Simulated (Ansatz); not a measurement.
Values for one crystal, relaxed and computed with r²SCAN (plane waves, PAW; program Ansatz); other levels are named.

```yaml
volume_per_atom: 16.17 Å³
electronic_character: metallic (no gap)
Density of states at the Fermi level: 0.80 states/eV per atom (mean over ±0.08 eV)
Formation energy from the elements (no fitted shifts): -0.44 eV/atom
```

Task: Pick the material that matches.
A. TiNi, P2_1/m (Ti on 2e, Ni on 2e)
B. InPt3, Cu3Au type
C. LaIn2, Imma (La on 4e, In on 8h)
D. NaAu2, cubic Laves (MgCu2 type)

Result: B, InPt3, Cu3Au type

Space group Pm-3m (Cu3Au type). The first step of the workflow began from a Materials Project structure, measured or hypothetical; the Crystallography Open Database files this formula in space group No. 221, but the cells were not matched. Whether it is the stable phase at ambient conditions was not checked. The cell was relaxed with r²SCAN under the symmetry of its start; its stability against distortions is not shown here. No spin polarisation was allowed. The references are the lowest solids computed at this level, not always the standard phases. Scalar-relativistic: spin–orbit coupling is off unless named, which matters more the heavier the elements.

Potentials: the later of the program's two PAW sets.
